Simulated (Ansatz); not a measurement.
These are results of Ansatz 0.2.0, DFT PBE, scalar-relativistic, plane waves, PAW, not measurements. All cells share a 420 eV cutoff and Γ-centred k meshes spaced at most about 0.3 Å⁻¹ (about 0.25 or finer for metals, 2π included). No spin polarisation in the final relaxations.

Temperature and zero-point effects are left out. All come from trial cells, and lower structures may exist.

Question: Order these relaxed structures of Mg2Cd3Te by energy, lowest first, with the energy over the lowest of them.
A. Space group P6mm (No. 183), hexagonal, a = 6.021 Å, c = 5.010 Å. Around Mg lie 6 Cd at 3.02–3.08 Å, 3 Mg at 3.48 Å and 3 Te at 3.66 Å; Cd is surrounded by 4 Cd at 3.01 Å, 4 Mg at 3.02–3.08 Å and 2 Te at 3.32 Å; Te is surrounded by 6 Cd at 3.32 Å and 6 Mg at 3.66 Å.
B. Space group P6/mmm (No. 191), hexagonal, a = 5.719 Å, c = 8.139 Å. Around Mg lie 1 Te at 2.60 Å, 1 Mg at 2.94 Å and 6 Cd at 3.22 Å; Cd is surrounded by 4 Cd at 2.86 Å and 4 Mg at 3.22 Å; Te is surrounded by 2 Mg at 2.60 Å.
C. Space group P6/mmm (No. 191), hexagonal, a = 5.928 Å, c = 5.108 Å. Mg has 6 Cd at 3.07 Å, 3 Te at 3.42 Å and 3 Mg at 3.42 Å; Cd is surrounded by 4 Cd at 2.96 Å, 4 Mg at 3.07 Å and 4 Te at 3.91 Å; around Te lie 6 Mg at 3.42 Å and 12 Cd at 3.91 Å.

Answer: A (0 meV/atom), C (22 meV/atom), B (93 meV/atom). Forms: A P6mm; C P6/mmm; B P6/mmm. Counting Cd or Mg atoms around Te (for each partner element, those within 1.25 times its shortest distance or 1.15 times the sum of covalent radii, where it is the nearest in units of that sum or under 1.3; the shortest distance is added where it is long for a bond): A has Te 6; C has Te 6 from 3.4 Å; B has Te 2.

Spin–orbit coupling, which can matter for Te, is left out. Cells relaxed within their symmetry can be saddle points. Some types were kept out of the candidates beforehand, so the set may lack a known form.
